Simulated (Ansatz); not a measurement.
SiRu2 in space group Pnma (No. 62; Si on 4c, Ru on 4c, Ru on 4c) at seven volumes, plane-wave PAW r²SCAN (Ansatz code), shape and atoms relaxed at each. One row is withheld.

```
V (Å³/atom)  P (GPa)
-----------  -------
11.815             ?
12.204         19.96
12.594          9.09
12.983          0.00
13.373         -7.56
13.762        -13.76
14.152        -18.71
```

Fit the shown pressures and predict the withheld one.

P = (3/2)B₀(x^(7/2) − x^(5/2))[1 + (3/4)(B′ − 4)(x − 1)] with x = (V₀/V)^(2/3). Least squares on the six rows gives V₀ = 12.982 Å³/atom, B₀ = 274 GPa, B′ = 5.37. At V = 11.815, x = 1.0648 and P = 33.24 GPa. The run itself gave 32.91 GPa.

The first step of the workflow began from a Materials Project structure, measured or hypothetical; the Crystallography Open Database copy checked does not list it. Its standing as an ambient phase is unchecked. Symmetry was held in the r²SCAN relaxation; its stability against distortions is not shown here. The run is not spin-polarised.

Potentials: the later of the program's two PAW sets.
